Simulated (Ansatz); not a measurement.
The cell is a 14-atom cell of Si₃C₃N₈ built on β-Si3N4 (relaxed group Pm); cell and atoms were relaxed with r2SCAN. Space group Pm (No. 6), monoclinic; a = 6.959 Å, b = 2.711 Å, c = 7.045 Å, β = 118.9° in the conventional setting, 8.31 Å³ an atom. Si is surrounded by 4 N at 1.63–1.68 Å; Si is surrounded by 4 N at 1.65–1.72 Å; Si is surrounded by 4 N at 1.63–1.72 Å; C is surrounded by 4 N at 1.42–1.64 Å; C is surrounded by 4 N at 1.52–1.58 Å; C is surrounded by 4 N at 1.49–1.63 Å; N is surrounded by 2 C at 1.47–1.52 Å and 1 Si at 1.68 Å; N is surrounded by 1 C at 1.49 Å and 2 Si at 1.70–1.72 Å (further sites aren't listed).

The questions ask for values computed with the PAW code Ansatz on this geometry. Spin-unpolarised throughout. Whether this structure exists isn't addressed.

**Question.** Is there a gap with PBE, and of what kind?

**Answer.** PBE gives an indirect gap of 2.13 eV, from Γ–Z (0.30 of the way from Γ) to Γ; the least direct gap is 2.46 eV at Γ.

**Question.** Estimate the gap with r2SCAN on 4×10×4.

**Answer.** The r2SCAN gap is indirect, 2.51 eV (Γ–Z (0.33 of the way from Γ) to Γ), below the direct gap of 2.82 eV at Γ. The gap differs by +0.38 eV from PBE's.

**Question.** How does the gap change from PBE to HSE06 (4×6×4)?

**Answer.** With HSE06 the valence top lies at Γ–Z (0.33 of the way from Γ) and the conduction bottom at Γ, 3.64 eV higher; the smallest vertical gap, at Γ, is 3.93 eV. The gap differs by +1.51 eV from PBE's.

Where an edge lies off the special points, it is a point of the mesh or the k point where a search put PBE's edge or least direct gap, reused for the other functionals, whose own edges may lie a little apart; PBE's own value is read along its path and can be a few hundredths of an eV high.

The meshes of the hybrids are coarse, so their gaps aren't converged to the digits shown.
